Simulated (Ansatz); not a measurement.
Input:

Te:
```yaml
crystal:
  lattice:
    - [9.10860, 0.00000, 0.00000]
    - [0.00000, 3.18065, 0.00000]
    - [0.00000, 0.00000, 4.52233]
  atoms:
    - { symbol: Te, position: [0.75000, 0.50000, 0.54428] }
    - { symbol: Te, position: [0.25000, 0.50000, 0.45572] }
    - { symbol: Te, position: [0.00000, 0.50000, 0.00000] }
    - { symbol: Te, position: [0.50000, 0.50000, 0.00000] }
```

This is the r²SCAN-relaxed structure.

Question: All from DFT-r²SCAN in the program Ansatz with PAW potentials, unless another level is named. Estimate the bulk modulus (Birch–Murnaghan fit).

Answer: 32.4 GPa.

Question: What about the highest zone-centre frequency?

Answer: 119 cm⁻¹.

Space group Pmma. The workflow started from a Materials Project entry (that database holds measured and hypothetical structures alike); the Crystallography Open Database copy checked does not list it. It is not the phase usual at ambient conditions (space group No. 152). Symmetry was held in the r²SCAN relaxation; its stability against distortions is not shown here. As this level gives no gap, phonon frequencies hold no LO–TO term and depend on the k-mesh and smearing (Fermi–Dirac, 0.1 eV here). Spin–orbit coupling is left out wherever it is not named.

Potentials: the later of the program's two PAW sets.
